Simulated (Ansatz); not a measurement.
La₂O₃:
```xyz
5
Lattice="3.9352 0.0000 0.0000 -1.9676 3.4080 0.0000 0.0000 0.0000 6.1263" Properties=species:S:1:pos:R:3 pbc="T T T"
La     0.0000     2.2720     1.5079
La     1.9676     1.1360     4.6185
O      0.0000     0.0000     0.0000
O      0.0000     2.2720     3.9584
O      1.9676     1.1360     2.1680
```

Relaxed with r²SCAN. Special points in fractions of this cell's reciprocal vectors: Γ (0.000, 0.000, 0.000); M (0.500, 0.000, 0.000); K (0.333, 0.333, 0.000); A (0.000, 0.000, 0.500); L (0.500, 0.000, 0.500); H (0.333, 0.333, 0.500).

### Question
List the band energies nearest the valence-band maximum at these points for r²SCAN (plane waves, PAW; program Ansatz).

### Answer
In eV from the valence-band maximum; about four levels below and three above (degenerate sets whole), none deeper than 8.9 eV; points with the same levels are listed once.

```tsv
k	below	above
Γ	-1.65 -0.38 -0.38 -0.12	4.75 5.09 5.09
M	-0.74 -0.68 -0.42 -0.30	4.28 5.21 5.72
K	-0.82 -0.82 -0.80 -0.12	4.23 5.26 5.26
A	-1.00 -0.77 -0.29 -0.29	5.18 5.23 5.23
L	-0.96 -0.70 -0.37 0.00	4.89 5.05 5.64
H	-0.56 -0.28 -0.28 -0.24	4.64 5.32 5.47 5.47
```

Space group P-3m1 (La2O3 or Ni2Al3 type). The cell was relaxed with r²SCAN under the symmetry of its start. Spin–orbit coupling is left out wherever it is not named.

Potentials: the later of the program's two PAW sets.
